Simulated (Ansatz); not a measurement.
**Property card for B**

B:
```
B
1.0
   -1.14850     1.14850     1.14850
    1.14850    -1.14850     1.14850
    1.14850     1.14850    -1.14850
B
1
Direct
  0.00000   0.00000   0.00000
```

Space group Im-3m (No. 229), bcc (W type); conventional cell a = 2.297 Å, b = 2.297 Å, c = 2.297 Å, α = 90.00°, β = 90.00°, γ = 90.00°.

Method: the program Ansatz at the PBEsol level (PAW). Geometry: relaxed at this level of theory. Other levels are named where they apply.

### Cell and energy

Volume per atom: 6.06 Å³
Density: 2.96 g/cm³

### Electronic structure

- Electronic character = metallic (no gap)
- Density of states at the Fermi level = 0.20 states/eV per atom (mean over ±0.08 eV)

### Mechanics

* **Bulk modulus (Birch–Murnaghan fit)**: 241 GPa
* **Pressure derivative B′**: 4.2
* **Elastic constants (relaxed ions, GPa)**: C11 = -227, C12 = 475, C44 = -97.1
* **Mechanical stability**: unstable (C has a negative eigenvalue)

The cell is a constructed one: a structure type filled with these elements; neither database checked (COD, Materials Project) lists it. It is not the phase usual at ambient conditions (space group No. 166). The PBEsol relaxation kept the symmetry of its start. As this level gives no gap, shear constants depend on the k-mesh and smearing (Fermi–Dirac, 0.1 eV here).

Potentials: the later of the program's two PAW sets.
